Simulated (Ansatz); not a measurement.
# Ta (Im-3m), work and stress of cleavage

Computed with DFT PBEsol, scalar-relativistic, plane waves, PAW (Ansatz 0.2.0). Settings: plane waves to 420 eV, k-mesh 22×22×7 (Γ-centred), Gaussian smearing 0.15 eV. Spin–orbit coupling is left out, which can shift energies with elements as heavy as these. No spin polarisation. Energies are free energies at this smearing, counted from the undisturbed cell; pressure is positive in compression.

Zero of the scan (relaxed at this level; with this scan's settings it stands at 0.2 GPa):

```
CELL_PARAMETERS angstrom
-1.64026 1.64026 -1.64026
-1.64026 -1.64026 1.64026
0.00000 6.56104 6.56104
ATOMIC_POSITIONS crystal
Ta 0.00000 0.00000 0.87500
Ta 0.50000 0.50000 0.12500
Ta 0.00000 0.00000 0.37500
Ta 0.50000 0.50000 0.62500
```

The cut lies on the cell's a–b face, a (0 1 1) plane (indices in the standard cell, whose axes needn't be the Cartesian ones shown) of area 7.61 Å², between layers 2.32 Å apart. Vector c is lengthened by d along the normal with the atoms' Cartesian places fixed: one unrelaxed cut a cell. The traction is positive where the two halves pull on each other.

| d (Å) | energy (J/m²) | traction (GPa) |
| --- | --- | --- |
| -0.30 | 0.61 | -46.6 |
| 0.00 | 0.00 | -0.2 |
| 0.25 | 0.26 | 19.5 |
| 0.50 | 0.89 | 29.5 |
| 1.00 | 2.43 | 29.0 |
| 1.50 | 3.65 | 19.6 |
| 2.00 | 4.41 | 11.6 |
| 3.00 | 5.09 | 3.3 |
| 4.50 | 5.29 | 0.3 |
| 6.00 | 5.30 | 0.0 |

Question: What are the work of separation and the cleavage stress, and do they fit the universal binding curve?

Answer: The energy levels off near W ≈ 5.30 J/m² (the traction is down to 0.0 GPa), the energy of the two unrelaxed faces, 2.65 J/m² each on average. The largest sampled traction is 29.5 GPa at d = 0.50 Å, and a parabola through it and its two neighbours peaks at σ_max ≈ 32.7 GPa, d ≈ 0.74 Å. The curve E = W[1 − (1 + d/ℓ)exp(−d/ℓ)] peaks in traction at d = ℓ with σ_max = W/(eℓ); with 1 J/m² per Å = 10 GPa this W and σ_max give ℓ = 0.60 Å. A parabola through that curve at the same three d peaks at 0.67 Å, against 0.74 Å here, a fair fit. Real crystals break at far lower stress, because cracks concentrate it, and on the plane of lowest W, which needn't be this one.

The cut is rigid; relaxing the faces lowers these energies and usually the stresses.

In a metal these slopes depend on the k mesh and the smearing.

Cost: 10 runs of about 11 core-minutes in all, on Arm Neoverse V2 (shared hosts).